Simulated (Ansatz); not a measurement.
GeAsAu in space group C2 (No. 5; Ge on 4c, As on 4c, Au on 4c), the program Ansatz at the PBE level (PAW), all energies at zero smearing, with the estimated change up to a 700 eV cutoff added, with one set of potentials and settings (totals compare only within such a set). Cell of 6 atoms (2 Ge, 2 As, 2 Au): -44605.241 eV.

```
element             reference phase  E (eV/atom)
-------  --------------------------  -----------
Ge       Fd-3m, 2 atoms in the cell   -4294.9907
As        R-3m, 2 atoms in the cell   -4856.1443
Au       Fm-3m, 1 atoms in the cell  -13151.2107
```

Formation energy per atom, worked out: (-44605.241 − 2×(-4294.9907) − 2×(-4856.1443) − 2×(-13151.2107))/6 = -0.092 eV/atom (-9 kJ per mol of atoms), at 0 K, without zero-point energy or fitted corrections.

The first step of the workflow began from a Materials Project structure, measured or hypothetical; the Crystallography Open Database copy checked does not list it. With Ge and As taken as one species the cell has the higher symmetry C2/c, so it may be an ordered model of a mixed-site phase. Whether it is the stable phase at ambient conditions was not checked. The PBE relaxation kept the symmetry of its start; its stability against distortions is not shown here. The references are the lowest solids computed at this level, not always the standard phases. Spin–orbit coupling is left out wherever it is not named.

Potentials: the earlier of the program's two PAW sets.
